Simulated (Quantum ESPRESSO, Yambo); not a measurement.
For TiZnO3 (space group R-3, No. 148), Yambo gives the independent-particle static dielectric constant along x as 6.48 on PBEsol bands and 5.2 after a scissor of 1.89 eV widens every gap (4×4×4 mesh, 111 bands, 3 Ry local-field block, 0.2 eV broadening). Axes are Cartesian, with cell vectors (Å) (2.56, 1.48, 4.69), (-2.56, 1.48, 4.69), (0.00, -2.96, 4.69).

Question: A scissor keeps the position matrix elements. In a one-oscillator model, how does ε − 1 scale, and what mean transition energy do the two values imply?

Answer: Each transition adds |r|²/E to ε − 1, so ε − 1 ∝ 1/(E0 + Δ). Then (5.2 − 1)/(6.48 − 1) = E0/(E0 + Δ) = 0.766, and E0 = Δ(ε' − 1)/(ε − ε') = 6.2 eV. The computed Im ε, weighted by 1/E up to 20 eV, has its mean at 6.7 eV; the smallest direct PBEsol gap is 3.15 eV. The scissor comes from a G0W0 run whose convergence isn't established. Convergence of the RPA response with its 4×4×4 mesh was not tested.

Bands from Quantum ESPRESSO.

Geometry of the Materials Project entry, not relaxed at this level; primitive cell a = b = c = 5.5506 Å, α = β = γ = 55.04°.

The structure is a Materials Project entry; no match was found in the copy of COD used, and its stability was not checked.

With a shallow 3d shell G0W0 needs far more bands and larger blocks than here, so the scissor is uncertain by tenths of an eV or more.
